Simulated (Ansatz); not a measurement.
Relaxed TiO$_{2}$ (anatase):

```xyz
6
Lattice="-1.8890 1.8890 4.7943 1.8890 -1.8890 4.7943 1.8890 1.8890 -4.7943" Properties=species:S:1:pos:R:3 pbc="T T T"
Ti     0.0000     0.0000     4.7943
Ti     1.8890     0.0000     2.3972
O      0.0000     0.0000     2.8074
O      1.8890     0.0000     0.4102
O      1.8890     0.0000     4.3841
O      0.0000     0.0000     6.7813
```

Calculation: r2SCAN (plane waves to 500 eV, PAW, scalar-relativistic; Ansatz, an electronic-structure program). k mesh 10×10×10 (Γ-centred), Fermi-Dirac smearing 0.05 eV. The PAW data are Ansatz's earlier set. TiO2 is run without spin polarisation. TiO2 was relaxed with its symmetry unable to fall.

One atom of the cell was then moved (with its periodic images), all else fixed, and the forces (eV/Å) came out as:

| atom | Fx | Fy | Fz |
|---|---|---|---|
| Ti1 | 0.166 | -0.260 | 2.080 |
| Ti2 | -2.955 | -1.217 | -4.171 |
| O3 | 2.277 | -0.045 | 0.499 |
| O4 | 0.120 | 0.181 | -0.237 |
| O5 | 0.179 | 0.160 | 1.400 |
| O6 | 0.213 | 1.181 | 0.430 |

Question: Which atom was moved, and by which vector (Å)?

Answer: Ti2, by (0.20, 0.20, 0.20), 0.35 Å in all.

(A displaced cell: forces are minus the slopes of the energy, force constants its curvatures, and phonons follow from these.)
